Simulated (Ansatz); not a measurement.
The elements of this relaxed trial crystal are hidden behind letters.

```
lattice vectors (Å)
   3.3030    0.0000    0.0000
  -1.6515    2.8605    0.0000
   0.0000    0.0000   16.3892
fractional positions
X 0.0000 0.0000 0.5000
Z 0.6667 0.3333 0.6574
Z 0.3333 0.6667 0.3426
Z 0.6667 0.3333 0.1713
Z 0.0000 0.0000 0.0000
Z 0.3333 0.6667 0.8287
Q 0.3333 0.6667 0.5692
Q 0.6667 0.3333 0.4308
Q 0.0000 0.0000 0.2571
Q 0.3333 0.6667 0.0857
Q 0.6667 0.3333 0.9143
Q 0.0000 0.0000 0.7429
```

Level of theory: DFT PBE, scalar-relativistic, plane waves, PAW in Ansatz 0.2.0. Plane waves to 420 eV, a 12×12×4 mesh through Γ for the 12-atom cell and 0.10 eV Gaussian smearing; no spin polarisation.

| Item | Value |
| --- | --- |
| Space group | P-3m1 (No. 164) |
| Conventional cell | a = 3.303 Å, c = 16.389 Å |
| Volume per atom | 12.90 Å³ |
| Density | 7.32 g/cm³ |
| Formation energy | −1.26 eV/atom |
| Gap on the 12×12×4 mesh of the 12-atom cell | 0 eV (the bands overlap slightly) |

Energies are uncorrected and count from the elements' standard states at the same level.

Question: X is an s-block element of period 3, Z is a d-block element of period 5 and Q is a p-block element of period 2. Which elements are they?

Answer: X = Mg, Z = Cd, Q = O, so the formula is MgCd5O6. Density times volume gives a mean mass of 7.32 × 12.90/1.6605 = 56.9 u per atom, and this set has 56.9 u. Among the elements that the hints allow, noble gases aside, only these give it. Around Mg lie 6 O at 2.22 Å; Cd on a site of symmetry 3m is surrounded by 6 O at 2.37–2.39 Å; O on its first site has 3 Mg at 2.22 Å and 3 Cd at 2.39 Å; 4 more sites not described.

The zero gap may come from the functional, which often closes small gaps. A structure relaxed within its symmetry needn't be a true minimum.
